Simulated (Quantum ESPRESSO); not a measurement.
# Al2GaW3TaMg: one composition in several site orders

A calculation, not a measurement. The program is pw.x of Quantum ESPRESSO 7.5 (plane-wave density functional theory). The cell is made up: eight metal atoms on a face-centred cubic lattice, with elements, volume, strain and displacements drawn at random and not relaxed, so it may be unstable or far from any real phase. PseudoDojo standard norm-conserving files set the functional (PBE unless stated); there is no spin polarisation or spin-orbit coupling, the Fermi-Dirac width of 0.25 eV means electrons at about 2900 K, and the masses in the input are unused placeholders. Heavy elements are run without spin-orbit coupling, which real alloys of them have. A spin test at this wide smearing found no moment, but such smearing suppresses magnetism that the real alloy may have.

The runs put one composition on the sites in different orders. Cell, positions, cutoff, mesh and smearing stay as in the input of run 1; sites are counted in its order. Stress in the tables is positive in tension.

Input of run 1:

```
&control calculation='scf', pseudo_dir='./dojo.nc.sr.pbe.v0_5.standard.upf', outdir='./o', disk_io='minimal', tprnfor=.true., tstress=.true. /
&system ibrav=0, nat=8, ntyp=5, nbnd=55, ecutwfc=84.00895049, nosym=.true., tot_charge=0,
 occupations='smearing', smearing='fd', degauss=0.0183746611
/
&electrons conv_thr=1.470e-08, electron_maxstep=70, mixing_beta=0.5 /
ATOMIC_SPECIES
Al 1.0 Al.upf
Ga 1.0 Ga.upf
Mg 1.0 Mg.upf
Ta 1.0 Ta.upf
W 1.0 W.upf
CELL_PARAMETERS angstrom
-0.0194 2.091 2.0962
-4.1617 2.1497 -2.116
-4.0882 -6.2977 6.3521
ATOMIC_POSITIONS angstrom
Al 0.0101 0.0506 -0.058
Ga -4.0429 -4.1445 4.2018
W -4.1758 -2.0912 2.1717
Ta -4.1029 0.1255 0.0098
W -2.0767 -2.095 4.2282
Mg -2.0981 -0.0351 2.0644
W -2.1112 2.134 -0.0555
Al -6.2047 -2.013 4.2273
K_POINTS automatic
8 5 3 1 1 1
```

| run | elements on sites 1 to 8 | free energy less that of run 1 (eV) | -TS (eV) | pressure (GPa) | stress xx (GPa) | stress yy (GPa) | stress zz (GPa) | stress yz (GPa) | stress xz (GPa) | stress xy (GPa) | iterations |
| --- | --- | --- | --- | --- | --- | --- | --- | --- | --- | --- | --- |
| 1 | Al Ga W Ta W Mg W Al | 0.000 | -1.284 | -12.90 | 12.14 | 13.41 | 13.15 | 0.59 | -0.24 | 0.00 | 16 |
| 2 | W Ta Al Al Mg W Ga W | -0.143 | -1.321 | -13.24 | 13.15 | 13.29 | 13.29 | 0.67 | 1.27 | -2.05 | 15 |
| 3 | Al W W Al Mg W Ga Ta | -0.008 | -1.302 | -11.95 | 10.67 | 13.16 | 12.02 | -0.29 | 0.49 | -0.22 | 16 |
| 4 | W W Mg Ga W Al Al Ta | 0.057 | -1.404 | -11.20 | 9.92 | 11.93 | 11.77 | 0.12 | -0.18 | -0.45 | 16 |
| 5 | W W Mg Al Ga W Ta Al | -0.351 | -1.377 | -13.34 | 12.72 | 12.96 | 14.34 | 0.89 | 1.93 | -3.10 | 16 |
| 6 | W Ga W W Ta Mg Al Al | 0.083 | -1.355 | -13.28 | 9.96 | 14.86 | 15.02 | 0.15 | -0.23 | -0.95 | 14 |

Forces Fx Fy Fz (eV/Å):

| site | run 1 | run 2 | run 3 | run 4 | run 5 | run 6 |
| --- | --- | --- | --- | --- | --- | --- |
| 1 | -0.13 -0.13 0.14 | 0.10 -0.20 0.18 | -0.65 -0.07 0.07 | -0.41 -0.09 0.01 | -0.30 -0.24 0.29 | 0.29 -0.08 0.03 |
| 2 | -0.41 0.06 -0.08 | -1.27 -1.01 1.04 | -1.13 -0.25 0.22 | -0.47 0.04 0.15 | -0.27 -0.64 0.66 | -0.04 -0.18 0.16 |
| 3 | -0.26 0.01 -0.11 | 0.45 -0.06 0.03 | 0.72 0.19 -0.12 | 0.63 0.50 -0.52 | 0.44 0.26 -0.39 | -0.49 0.03 -0.19 |
| 4 | -0.40 -0.44 0.12 | 0.09 0.24 -0.44 | -0.23 -0.29 0.11 | -0.76 -0.21 0.07 | -0.21 -0.16 -0.25 | -0.40 -0.17 -0.28 |
| 5 | 0.32 0.03 0.06 | 0.46 0.48 -0.37 | 0.40 0.39 -0.29 | -0.16 -0.19 0.16 | -0.33 0.25 -0.25 | 0.75 0.32 -0.23 |
| 6 | 0.07 0.19 0.31 | 0.05 0.61 -0.47 | -0.21 0.16 -0.16 | 0.88 0.25 -0.05 | 0.95 0.76 -0.51 | 0.14 0.35 0.11 |
| 7 | 0.15 0.24 -0.32 | 0.22 0.15 -0.09 | 0.79 0.18 -0.13 | 0.57 0.34 -0.28 | 0.19 0.44 -0.13 | -0.09 -0.21 0.40 |
| 8 | 0.66 0.03 -0.12 | -0.09 -0.20 0.11 | 0.31 -0.30 0.29 | -0.29 -0.64 0.47 | -0.47 -0.68 0.57 | -0.16 -0.07 -0.01 |

The sites are displaced and not relaxed, so the energy differences mix bonding between neighbours with strain and are not ordering energies. A rerun of one cell of this series at a higher cutoff and on a denser mesh moved values by no more than 0.006 eV in energy, 0.10 GPa in stress and 0.010 eV/Å in force, and a second program with other atomic files agreed on that cell to 2 % rms in force and 0.5 GPa in pressure.